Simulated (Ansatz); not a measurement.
Geometry optimisation in Ansatz: input, command and trajectory.

```yaml
crystal:
  lattice:
    - [3.586348933, 0.0, 0.0]
    - [-1.7931744665, 3.1058692828, 0.0]
    - [0.0, 0.0, 11.2252330302]
  atoms:
    - { symbol: "Y", position: [0.0, 0.0, 0.0] }
    - { symbol: "Y", position: [0.0, 0.0, 0.5] }
    - { symbol: Mn, position: [0.3333333333, 0.6666666667, 0.25], spin: 3.56 }
    - { symbol: Mn, position: [0.6666666667, 0.3333333333, 0.75], spin: 3.56 }
    - { symbol: O, position: [0.0, 0.0, 0.25] }
    - { symbol: O, position: [0.0, 0.0, 0.75] }
    - { symbol: O, position: [0.3333333333, 0.6666666667, 0.0846084985] }
    - { symbol: O, position: [0.6666666667, 0.3333333333, 0.5846084985] }
    - { symbol: O, position: [0.3333333333, 0.6666666667, 0.4153915015] }
    - { symbol: O, position: [0.6666666667, 0.3333333333, 0.9153915015] }
basis:
  ecutwfc: 500
kpoints:
  mp_grid: { grid: [12, 12, 4] }
hamiltonian:
  xc: r2scan
scf:
  occupations: { method: gaussian, width: 0.1 }
output:
  forces: true
  stress: true
  eigenvalues: true
  populations: true
  write_density: true
  write_potential: true
  elf: true
  volumetric_format: npy
magnetization:
  spin_polarized: true
relax:
  adjacent_minimum: "off"
  f_tol: 0.005
  max_steps: 80
  cell: { stress_tol: 0.05 }
```

```bash
ansatz run input.yaml --threads 2 --pin off --max-ram 5120MiB --backend cpu --events-out ev --progress --plain --runs-dir out
```

Level of theory: Ansatz 0.2.0, DFT r2SCAN, scalar-relativistic, plane waves, PAW.

Of 4 frames 3 are shown, positions in Å and forces in eV/Å; the SCF threshold varies from step to step. Steps run on the plane waves of an earlier cell, with a Pulay correction in the pressure. The basis is chosen afresh for the last frame, the zero of the energies, and at times for earlier ones too; energy and pressure step there, also at an unchanged geometry.

```xyz
10
Lattice="3.5863 0.0000 0.0000 -1.7932 3.1059 0.0000 0.0000 0.0000 11.2252" Properties=species:S:1:pos:R:3:forces:R:3 pbc="T T T" step=1 free_energy_over_end_meV_per_atom=0.03 pressure_GPa=-0.04
Y     0.0000    0.0000    0.0000    0.0000    0.0000    0.0000
Y     0.0000    0.0000    5.6126    0.0000    0.0000    0.0000
Mn    0.0000    2.0706    2.8063    0.0000    0.0000    0.0000
Mn    1.7932    1.0353    8.4189    0.0000    0.0000    0.0000
O     0.0000    0.0000    2.8063    0.0000    0.0000    0.0000
O     0.0000    0.0000    8.4189    0.0000    0.0000    0.0000
O     0.0000    2.0706    0.9497    0.0000    0.0000   -0.0398
O     1.7932    1.0353    6.5624    0.0000    0.0000   -0.0398
O     0.0000    2.0706    4.6629    0.0000    0.0000    0.0398
O     1.7932    1.0353   10.2755    0.0000    0.0000    0.0398
10
Lattice="3.5846 0.0000 0.0000 -1.7923 3.1043 0.0000 0.0000 0.0000 11.2297" Properties=species:S:1:pos:R:3:forces:R:3 pbc="T T T" step=2 free_energy_over_end_meV_per_atom=0.01 pressure_GPa=0.04
Y     0.0000    0.0000    0.0000    0.0000    0.0000    0.0000
Y     0.0000    0.0000    5.6149    0.0000    0.0000    0.0000
Mn    0.0000    2.0696    2.8074    0.0000    0.0000    0.0000
Mn    1.7923    1.0348    8.4223    0.0000    0.0000    0.0000
O     0.0000    0.0000    2.8074    0.0000    0.0000    0.0000
O     0.0000    0.0000    8.4223    0.0000    0.0000    0.0000
O     0.0000    2.0696    0.9499    0.0000    0.0000   -0.0181
O     1.7923    1.0348    6.5648    0.0000    0.0000   -0.0181
O     0.0000    2.0696    4.6649    0.0000    0.0000    0.0181
O     1.7923    1.0348   10.2798    0.0000    0.0000    0.0181
10
Lattice="3.5826 0.0000 0.0000 -1.7913 3.1026 0.0000 0.0000 0.0000 11.2453" Properties=species:S:1:pos:R:3:forces:R:3 pbc="T T T" step=4 free_energy_over_end_meV_per_atom=0.00 pressure_GPa=-0.02
Y     0.0000    0.0000    0.0000    0.0000    0.0000    0.0000
Y     0.0000    0.0000    5.6227    0.0000    0.0000    0.0000
Mn    0.0000    2.0684    2.8113    0.0000    0.0000    0.0000
Mn    1.7913    1.0342    8.4340    0.0000    0.0000    0.0000
O     0.0000    0.0000    2.8113    0.0000    0.0000    0.0000
O     0.0000    0.0000    8.4340    0.0000    0.0000    0.0000
O     0.0000    2.0684    0.9519    0.0000    0.0000    0.0013
O     1.7913    1.0342    6.5746    0.0000    0.0000    0.0013
O     0.0000    2.0684    4.6708    0.0000    0.0000   -0.0013
O     1.7913    1.0342   10.2934    0.0000    0.0000   -0.0013
```

The run took 4.4 min on 2 threads of Arm Neoverse V2 (shared host), peak memory 1.2 GiB.

The state reached may not be the lowest one. Moments started parallel, and an antiferromagnetic order may lie lower.